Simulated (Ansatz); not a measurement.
## Eigenvalues along a path: CdSe

```xyz
2
Lattice="0.0000 2.5896 2.5896 2.5896 0.0000 2.5896 2.5896 2.5896 0.0000" Properties=species:S:1:pos:R:3 pbc="T T T"
Cd    0.0000    0.0000    0.0000
Se    1.2948    1.2948    1.2948
```

The base volume is that of a database entry, with shape and atoms relaxed on PAW files at held volume, so it needn't be at zero pressure; the structure needn't be the stable phase, at rest or compressed.

All numbers are PBE results (scalar-relativistic) from Ansatz 0.2.0, with a Γ-centred 8×8×8 k mesh, Fermi–Dirac smearing of 0.03 eV, no spin polarisation. Methods: LAPW: all electrons, basis error target 1 meV/atom.

This run: volume at 0.6 of the series' base cell.

Path points, in fractions of the reciprocal vectors: Γ (0.000, 0.000, 0.000), X (-0.500, -0.500, 0.000), U (-0.375, -0.375, 0.250), K (-0.375, 0.000, 0.375), L (0.000, 0.000, 0.500), W (-0.500, -0.250, 0.250). The distance column jumps between branches of the path. Levels in eV from the valence-band top; bands 22 to 34, counted from the lowest band of the run. The gap is 1.33 eV, the pressure 84.6 GPa.

```
# k(1/Å) point b22 b23 b24 b25 b26 b27 b28 b29 b30 b31 b32 b33 b34
0.000 Γ -16.77 -11.17 -11.17 -11.17 -10.02 -10.02 0.00 0.00 0.00 1.33 5.41 5.41 5.41
0.202 - -16.69 -11.17 -11.13 -11.13 -10.04 -10.00 -0.83 -0.42 -0.42 2.20 4.99 5.87 5.87
0.404 - -16.46 -11.15 -11.00 -11.00 -10.09 -9.96 -2.07 -1.37 -1.37 3.16 4.34 6.97 6.97
0.607 - -16.13 -11.09 -10.81 -10.81 -10.11 -9.91 -3.41 -2.43 -2.43 2.83 4.27 8.22 8.38
0.809 - -15.82 -11.01 -10.58 -10.58 -9.93 -9.86 -4.83 -3.36 -3.36 2.27 3.86 9.55 9.99
1.011 - -15.59 -11.00 -10.40 -10.40 -9.82 -9.46 -6.16 -4.00 -4.00 1.96 3.47 11.15 11.77
1.213 X -15.51 -11.00 -10.32 -10.32 -9.81 -9.08 -6.83 -4.23 -4.23 1.86 3.33 11.94 12.29
1.285 - -15.51 -10.99 -10.32 -10.32 -9.81 -9.06 -6.84 -4.30 -4.20 1.93 3.40 11.78 11.93
1.356 - -15.51 -10.98 -10.34 -10.33 -9.83 -8.99 -6.86 -4.50 -4.13 2.10 3.61 11.35 11.40
1.428 - -15.51 -10.95 -10.36 -10.34 -9.85 -8.90 -6.90 -4.77 -4.02 2.30 3.99 10.77 10.92
1.499 - -15.52 -10.93 -10.39 -10.33 -9.87 -8.78 -6.97 -5.06 -3.87 2.49 4.52 10.22 10.40
1.571 - -15.52 -10.90 -10.43 -10.31 -9.90 -8.68 -7.06 -5.29 -3.68 2.67 5.16 9.70 9.91
1.642 U -15.54 -10.88 -10.47 -10.28 -9.93 -8.61 -7.15 -5.44 -3.46 2.85 5.82 9.22 9.46
2.385 K -15.54 -10.88 -10.47 -10.28 -9.93 -8.61 -7.15 -5.44 -3.46 2.85 5.82 9.22 9.46
2.599 - -15.63 -10.86 -10.63 -10.17 -10.01 -9.03 -6.87 -5.29 -2.67 3.45 6.69 8.03 8.44
2.814 - -15.81 -10.87 -10.79 -10.31 -10.07 -9.67 -5.86 -4.48 -1.79 4.17 5.88 7.13 7.20
3.028 - -16.10 -10.93 -10.92 -10.73 -10.09 -9.90 -4.47 -3.22 -0.99 4.20 5.63 6.10 6.60
3.243 - -16.43 -11.06 -11.05 -11.00 -10.07 -9.98 -2.85 -1.76 -0.41 3.22 5.44 6.03 6.27
3.457 - -16.68 -11.15 -11.14 -11.12 -10.03 -10.01 -1.16 -0.50 -0.09 2.17 5.32 5.58 5.88
3.672 Γ -16.77 -11.17 -11.17 -11.17 -10.02 -10.02 0.00 0.00 0.00 1.33 5.41 5.41 5.41
3.847 - -16.71 -11.15 -11.15 -11.15 -10.02 -10.02 -0.94 -0.15 -0.15 1.94 5.42 5.60 5.60
4.022 - -16.53 -11.08 -11.08 -11.07 -10.02 -10.02 -2.54 -0.52 -0.52 2.54 5.65 6.00 6.00
4.197 - -16.29 -11.01 -11.01 -10.88 -10.02 -10.02 -4.25 -0.97 -0.97 2.74 6.28 6.28 6.31
4.372 - -16.05 -10.95 -10.95 -10.48 -9.99 -9.99 -5.90 -1.38 -1.38 2.70 6.25 6.25 7.12
4.547 - -15.87 -10.91 -10.91 -9.95 -9.95 -9.83 -7.38 -1.67 -1.67 2.62 6.13 6.13 7.63
4.722 L -15.81 -10.90 -10.90 -9.93 -9.93 -9.21 -8.29 -1.77 -1.77 2.58 6.07 6.07 7.78
4.865 - -15.79 -10.90 -10.88 -9.98 -9.93 -9.14 -8.23 -2.17 -1.90 2.94 5.66 6.27 8.34
5.008 - -15.73 -10.88 -10.81 -10.08 -9.95 -9.02 -8.02 -3.06 -2.26 3.66 5.15 6.85 9.02
5.151 - -15.66 -10.85 -10.72 -10.15 -9.98 -8.88 -7.70 -4.03 -2.83 4.29 4.99 7.51 9.07
5.294 - -15.59 -10.82 -10.64 -10.16 -10.02 -8.72 -7.32 -4.85 -3.53 4.57 5.40 7.46 8.80
5.437 - -15.53 -10.81 -10.58 -10.12 -10.07 -8.53 -7.08 -5.27 -4.22 4.72 6.12 7.09 7.96
5.580 W -15.52 -10.80 -10.55 -10.11 -10.10 -8.42 -7.04 -5.27 -4.60 4.79 6.83 6.91 7.20
5.681 - -15.51 -10.82 -10.53 -10.18 -10.02 -8.47 -7.03 -5.20 -4.58 4.40 6.03 7.37 8.04
5.782 - -15.51 -10.86 -10.50 -10.23 -9.95 -8.59 -6.99 -5.01 -4.52 3.68 5.16 8.33 9.06
5.884 - -15.51 -10.91 -10.45 -10.28 -9.89 -8.76 -6.93 -4.75 -4.43 2.97 4.42 9.43 10.05
5.985 - -15.51 -10.95 -10.39 -10.30 -9.85 -8.92 -6.88 -4.49 -4.33 2.39 3.83 10.56 10.94
6.086 - -15.51 -10.99 -10.34 -10.31 -9.82 -9.03 -6.85 -4.30 -4.26 2.00 3.46 11.63 11.64
6.187 X -15.51 -11.00 -10.32 -10.32 -9.81 -9.08 -6.83 -4.23 -4.23 1.86 3.33 11.94 12.29
```
